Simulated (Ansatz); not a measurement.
The start is a relaxed Bi2Te3 cell with one Bi and one Te atom exchanged in a cell of 5 atoms. Cell shape, volume and atoms are optimised at zero target pressure with PBE (plane waves to 420 eV, PAW, scalar-relativistic; Ansatz, an electronic-structure program). The first steps use a coarse 6×6×6 k-mesh.

The start:
```yaml
crystal:
  lattice:
    - [2.22459, 1.28437, 10.67546]
    - [-2.22459, 1.28437, 10.67546]
    - [0.00000, -2.56874, 10.67546]
  atoms:
    - { symbol: Bi, position: [0.39746, 0.39746, 0.39746] }
    - { symbol: Te, position: [0.60254, 0.60254, 0.60254] }
    - { symbol: Te, position: [0.00000, 0.00000, 0.00000] }
    - { symbol: Te, position: [0.21555, 0.21555, 0.21555] }
    - { symbol: Bi, position: [0.78445, 0.78445, 0.78445] }
```

Question: What is the largest force in the starting geometry, and on which atom (counted from 1)?

Answer: About 1.3 eV/Å, on Te3 (atoms numbered as listed).

Question: By how much does the energy per atom fall from start to end?

Answer: 0.07 eV/atom.

Question: How does the volume per atom move from start to end?

Answer: -6.6 %, from 36.60 to 34.18 Å³/atom.

Question: Is the parent structure recovered?

Answer: It does not go back: it is caught in R-3m (No. 166), 0.25 eV/atom above the parent.

Question: How do the shortest distances between atoms change?

Answer: The closest pairs of elements (up to four, under 3.6 Å), start → end: Te–Te 3.09 → 3.15 Å; Bi–Bi 3.09 → 3.14 Å; Bi–Te 3.29 → 3.41 Å.

Question: Is the relaxed structure metallic? Give its gap.

Answer: No gap on the sampled points, where the bands overlap only slightly; such a result is sensitive to mesh and level.

Question: Write out the relaxed structure.

Answer: 
Space group R-3m, hexagonal axes (No. 166); a = 4.477 Å, b = 4.477 Å, c = 29.535 Å, α = 90.00°, β = 90.00°, γ = 120.00°

```json
[
 {"atom": "Bi", "site": "6c", "symmetry": "3m", "x": "0.0000", "y": "0.0000", "z": "0.1969"},
 {"atom": "Te", "site": "3a", "symmetry": "-3m", "x": "0.0000", "y": "0.0000", "z": "0.0000"},
 {"atom": "Te", "site": "6c", "symmetry": "3m", "x": "0.0000", "y": "0.0000", "z": "0.3943"}
]
```
(The calculation used a cell of 5 atoms; values per cell refer to that cell.)

Final values are on a 12×12×12 k-mesh of the relaxed cell. No spin polarisation in the result.

The run could not lose the symmetry of its start.

The first start was generated by placing the elements on the sites of a structure type. A measured structure of Bi2Te3 has the same space group, R-3m (No. 166); the sites were not compared with it.
